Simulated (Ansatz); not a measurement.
Monolayer C (graphene, P6/mmm in the vacuum cell, 2 atoms) is relaxed with the program Ansatz at the r²SCAN+D4 level (PAW). What in-plane lattice and thickness result?

a = 2.454 Å; 0.00 Å between the outermost nuclei.

Electronic character: no gap, with almost no states at the Fermi level. Work function: 4.25 eV. Highest zone-centre frequency: 1590 cm^-1. Dynamical stability at Γ: no clearly imaginary mode.

A layer that has been made, often on a substrate. It is flat by the symmetry kept. The cell was relaxed with r²SCAN+D4 under the symmetry of its start. As this level gives no gap, phonon frequencies hold no LO–TO term and depend on the k-mesh and smearing (Fermi–Dirac, 0.1 eV here).

Potentials: the later of the program's two PAW sets.
